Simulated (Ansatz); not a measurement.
WC: structures and their energies

26 relaxations of WC ended in 16 distinct structures; the lowest 14 are listed. These are PBEsol (plane waves to 420 eV, PAW, scalar-relativistic; Ansatz, an electronic-structure program) values and carry that method's errors.

| # | space group | Pearson | type | E − E(lowest) (eV/atom) | V (Å³/atom) | coordination | runs ending here |
|---|---|---|---|---|---|---|---|
| 1 | P-6m2 | hP2 | AFLOW prototype AB_hP2_187_d_a (B_h, as in WC) | 0.00 | 10.29 | – | 5 |
| 2 | I4₁md | tI8 | – | 0.01 | 10.28 | – | 1 |
| 3 | P6₃/mmc | hP4 | NiAs type | 0.21 | 10.36 | W 6 (octahedral), C 6 (trigonal prismatic) | 3 |
| 4 | P4/nmm | tP4 | – | 0.43 | 10.27 | – | 1 |
| 5 | Fm-3m | cF8 | rock salt type | 0.45 | 10.26 | C 6 (octahedral), W 6 (octahedral) | 1 |
| 6 | Cm | mS16 | – | 0.56 | 10.57 | – | 1 |
| 7 | Cmcm | oS8 | – | 0.64 | 10.19 | – | 1 |
| 8 | Pnma | oP8 | – | 0.66 | 10.69 | – | 2 |
| 9 | F-43m | cF8 | zinc blende type | 0.77 | 12.66 | W 4 (tetrahedral), C 4 (tetrahedral) | 1 |
| 10 | P2₁/m | mP4 | – | 0.84 | 10.79 | – | 2 |
| 11 | Pm-3m | cP2 | CsCl type | 0.89 | 9.87 | W 8 (cubic), C 8 (cubic) | 2 |
| 12 | P2₁3 | cP8 | AFLOW prototype AB_cP8_198_a_a (B20, as in FeSi) | 0.94 | 10.36 | – | 2 |
| 13 | P6₃/mmc | hP12 | – | 0.94 | 11.90 | – | 1 |
| 14 | P4/mmm | tP2 | – | 0.97 | 12.69 | – | 1 |

Coordination numbers (neighbours up to the widest gap in distance over summed covalent radii, below 1.35; n+m marks a second, longer set; metal–metal contacts left out). All are gapless at this level. P-6m2, hP2, AFLOW prototype AB_hP2_187_d_a (B_h, as in WC) is the lowest among the structures calculated here.

WC has the hexagonal space group P-6m2 (No. 187), Pearson symbol hP2. Lattice parameters: a = 2.898 Å, b = 2.898 Å, c = 2.828 Å, α = 90.00°, β = 90.00°, γ = 120.00°. C on 1a sees 6 W at 2.191 Å (trigonal prismatic). W on 1f sees 6 C at 2.191 Å and 8 W at 2.828–2.898 Å. (Neighbours: up to the widest gap in distance over summed covalent radii, below 1.35, at either atom; cation-cation and far metal-metal contacts left out.)

2 runs with a doubtful electronic state, a coarser numerical grid, an end not at rest or a source that can't be used are left out. Each run could gain symmetry but not lose that of its start, so entries can be saddle points. All of these are generated cells (placed on structure types, drawn at random, substituted or restacked) that were not matched to a known phase here. Static energies at zero pressure. No spin polarisation in the result.
